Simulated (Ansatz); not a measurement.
VO2 (rutile)

```xyz
6
Lattice="4.5836 0.0000 0.0000 0.0000 4.5836 0.0000 0.0000 0.0000 2.8386" Properties=species:S:1:pos:R:3 pbc="T T T"
V      0.0000     0.0000     0.0000
V      2.2918     2.2918     1.4193
O      1.3752     1.3752     0.0000
O      3.6670     0.9166     1.4193
O      0.9166     3.6670     1.4193
O      3.2084     3.2084     0.0000
```

The slice is a (010) plane (indices of the conventional cell) through the point (0.500, 0.500, 0.500) (fractional), spanned by u = [001] and v = [100] in vectors of this cell: u (2.84 Å) and v (4.58 Å, at 90° to u). It covers one period; positions are fractions (u, v).

The numbers are results of PBE (plane waves to 420 eV, PAW, scalar-relativistic; Ansatz, an electronic-structure program), not measurements. k mesh 10×10×16. These are valence fields of a PAW run, semicore shells included where kept as valence: close to a nucleus they are smooth pseudo fields. Relaxed VO2 ends ferromagnetic. This is a high-temperature form of VO2. VO2 is run spin-polarised and with no Hubbard U. VO2 was relaxed with its symmetry unable to fall. Other magnetic orders were not checked, so this need not be the ground state.

### Question
Predict the map of the electron localisation function (ELF) on the slice.

### Answer
```
|xxxxxx996622001111111100226699xxxx|
|xxxx9988441111223333221111448899xx|
|9999886622111133555533111122668899|
|7777553311113355666655331111335577|
|3333221111225577777777552211112233|
|1111001111335577888877553311110011|
|0000001111335577777777553311110000|
|0000000011224466666666442211000000|
|0000000000113344555544331100000000|
|0000000000001122333322110000000000|
|0000000000000011111111000000000000|
|0000000000000000000000000000000000|
|0000000000000000000000000000000000|
|0000000000000000000000000000000000|
|0000000000000000000000000000000000|
|0000000000000000000000000000000000|
|0000000000000011111111000000000000|
|0000000000001122333322110000000000|
|0000000000113344555544331100000000|
|0000000011224466666666442211000000|
|0000001111335577777777553311110000|
|1111001111335577888877553311110011|
|3333221111225577777777552211112233|
|7777553311113355666655331111335577|
|9999886622111133555533111122668899|
|xxxx9988441111223333221111448899xx|
|xxxxxx996622001111111100226699xxxx|
|xxxxxx996622001111111100226699xxxx|
```
Scale: ten equal steps from 0.01 (start of '0') to 0.76 (end of '9'), in the order '0123456789'. Values: electron localisation function (ELF). The map has 17 points along u (two characters each, u = 0 at the left) and 28 along v (v = 0 in the bottom row). Points within 0.4 Å of a nucleus are blanked (x), as the pseudised field means little there.
